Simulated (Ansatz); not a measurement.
MoSe2:
```
MoSe2
1.0
    3.27705     0.00000     0.00000
   -1.63853     2.83801     0.00000
    0.00000     0.00000    12.73283
Mo Se
2 4
Direct
  0.66667   0.33333   0.75000
  0.33333   0.66667   0.25000
  0.33333   0.66667   0.88147
  0.66667   0.33333   0.11853
  0.66667   0.33333   0.38147
  0.33333   0.66667   0.61853
```

PBE+D3(BJ) in the plane-wave PAW code Ansatz gives a gap of 0.74 eV without spin–orbit coupling, maximum at Γ, minimum on the K–Γ line, 45 % of the way from K.

Q: What happens when spin–orbit coupling is switched on?

A: The gap shrinks by 0.01 eV, to 0.73 eV; maximum at Γ, minimum on the K–Γ line, 45 % of the way from K.

Q: Give the electron effective mass with spin–orbit coupling.

A: 0.47, 0.47, 0.67 mₑ (principal values).

Q: Give the hole effective mass with spin–orbit coupling.

A: 0.74, 0.74, 1.6 mₑ (principal values).

Q: Give the Z2 indices of the occupied bands with spin–orbit coupling.

A: 0;(000).

Space group P6_3/mmc. The PBE+D3(BJ) relaxation kept the symmetry of its start; phonons on a q-mesh show no instability. No spin polarisation was allowed.

Potentials: the later of the program's two PAW sets.
